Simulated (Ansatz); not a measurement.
Mo$_{2}$C:
```xyz
12
Lattice="4.7238 0.0000 0.0000 0.0000 6.0486 0.0000 0.0000 0.0000 5.2111" Properties=species:S:1:pos:R:3 pbc="T T T"
Mo     1.1564     5.3137     0.4149
Mo     3.5674     0.7349     4.7962
Mo     1.2055     3.7592     3.0204
Mo     3.5183     2.2894     2.1907
Mo     3.5183     3.7592     4.7962
Mo     1.2055     2.2894     0.4149
Mo     3.5674     5.3137     2.1907
Mo     1.1564     0.7349     3.0204
C      2.3619     5.3074     3.9083
C      2.3619     0.7412     1.3028
C      0.0000     3.7655     1.3028
C      0.0000     2.2831     3.9083
```

Relaxed with r²SCAN.

Map the electron localisation function on the plane through (0.245, 0.879, 0.080) spanned by u = [1, 0, 0] and v = [0, 0, 1] in lattice vectors, from r²SCAN (plane waves, PAW; program Ansatz).

x is the fraction of u, y of v (the angle between them is 90°; rows are the nearest grid lines); atoms in the plane: Mo at (0.00, 0.00), Mo at (0.51, 0.34), C at (0.26, 0.67).
```
y \ x   0.000  0.0833  0.167  0.292  0.375  0.458  0.542  0.625  0.708  0.833  0.917   1.00
------  -----  ------  -----  -----  -----  -----  -----  -----  -----  -----  -----  -----
1.00    0.287   0.687  0.526  0.201  0.312  0.342  0.417  0.467  0.305  0.524  0.682  0.287
0.923   0.693   0.720  0.360  0.285  0.296  0.279  0.373  0.482  0.383  0.404  0.726  0.693
0.846   0.501   0.347  0.330  0.660  0.520  0.311  0.307  0.409  0.427  0.190  0.390  0.501
0.769   0.191   0.465  0.750  0.709  0.749  0.493  0.282  0.295  0.362  0.221  0.151  0.191
0.692   0.432   0.734  0.554  0.085  0.724  0.644  0.338  0.262  0.306  0.285  0.262  0.432
0.615   0.395   0.707  0.666  0.345  0.751  0.559  0.266  0.228  0.302  0.299  0.259  0.395
0.538   0.297   0.510  0.740  0.754  0.496  0.227  0.196  0.156  0.239  0.391  0.309  0.297
0.462   0.299   0.301  0.456  0.307  0.345  0.650  0.692  0.493  0.204  0.471  0.410  0.299
0.385   0.358   0.287  0.279  0.180  0.655  0.641  0.559  0.710  0.291  0.441  0.465  0.358
0.308   0.366   0.337  0.314  0.195  0.671  0.592  0.505  0.724  0.288  0.383  0.421  0.366
0.231   0.177   0.197  0.288  0.189  0.431  0.703  0.731  0.552  0.186  0.286  0.192  0.177
0.154   0.535   0.390  0.195  0.290  0.189  0.254  0.267  0.176  0.240  0.179  0.390  0.535
0.0769  0.697   0.718  0.388  0.272  0.310  0.255  0.257  0.326  0.298  0.389  0.740  0.697
0.000   0.287   0.687  0.526  0.201  0.312  0.342  0.417  0.467  0.305  0.524  0.682  0.287
```

The density is the valence pseudo-density with augmentation charge, so density and ELF within about 1 Å of a nucleus are not all-electron values.

Space group Pbcn. The workflow started from a Materials Project entry (that database holds measured and hypothetical structures alike); the Crystallography Open Database files this formula in space group No. 60, but the cells were not matched. Whether it is the stable phase at ambient conditions was not checked. The r²SCAN relaxation kept the symmetry of its start; whether a distortion lowers the energy is not shown. The run is not spin-polarised.

Potentials: the earlier of the program's two PAW sets.
